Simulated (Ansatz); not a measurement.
AlCuP₂Se₆:
```
CELL_PARAMETERS angstrom
      3.11258     1.79705     6.65891
     -3.11258     1.79705     6.65891
      0.00000    -3.59410     6.65891
ATOMIC_POSITIONS crystal
  Al 0.83280 0.83280 0.83280
  Cu 0.16751 0.16751 0.16751
  P  0.44500 0.44500 0.44500
  P  0.55544 0.55544 0.55544
  Se 0.42985 0.75433 0.06940
  Se 0.06940 0.42985 0.75433
  Se 0.75433 0.06940 0.42985
  Se 0.59577 0.23157 0.91835
  Se 0.91835 0.59577 0.23157
  Se 0.23157 0.91835 0.59577
```

Relaxed with r²SCAN+D4. Special points in fractions of this cell's reciprocal vectors: Γ (0.000, 0.000, 0.000); T (0.500, 0.500, 0.500); H2 (0.785, 0.215, 0.500); H0 (0.500, -0.215, 0.215); L (0.500, 0.000, 0.000); S0 (0.358, -0.358, 0.000); S2 (0.642, 0.000, 0.358); F (0.500, 0.000, 0.500).

Task: List the band energies nearest the valence-band maximum at these points for the program Ansatz at the r²SCAN+D4 level (PAW).

Result: In eV from the valence-band maximum; about four levels below and three above (degenerate sets whole), none deeper than 8.9 eV; points with the same levels are listed once.

| k | below | above |
|---|---|---|
| Γ | -1.19 -1.19 -0.02 -0.02 | 1.24 1.94 2.60 2.60 |
| T | -1.22 -1.22 -0.08 -0.08 | 1.61 1.95 2.74 2.74 |
| H2 | -1.23 -1.15 -0.25 -0.06 | 1.45 1.56 2.02 |
| L | -1.31 -1.20 -0.30 -0.03 | 1.83 1.98 2.29 |
| S0 | -1.24 -1.13 -0.25 -0.04 | 1.40 1.54 1.91 |
| F | -1.32 -1.16 -0.22 -0.09 | 1.76 1.84 2.52 |

Space group R3. The first step of the workflow began from a Materials Project structure, measured or hypothetical; the Crystallography Open Database copy checked does not list it. With Al and Cu taken as one species the cell has the higher symmetry R-3, so it may be an ordered model of a mixed-site phase. Its standing as an ambient phase is unchecked. The cell was relaxed with r²SCAN+D4 under the symmetry of its start; whether a distortion lowers the energy is not shown. No spin polarisation was allowed. Spin–orbit coupling is left out wherever it is not named.

Potentials: the later of the program's two PAW sets.
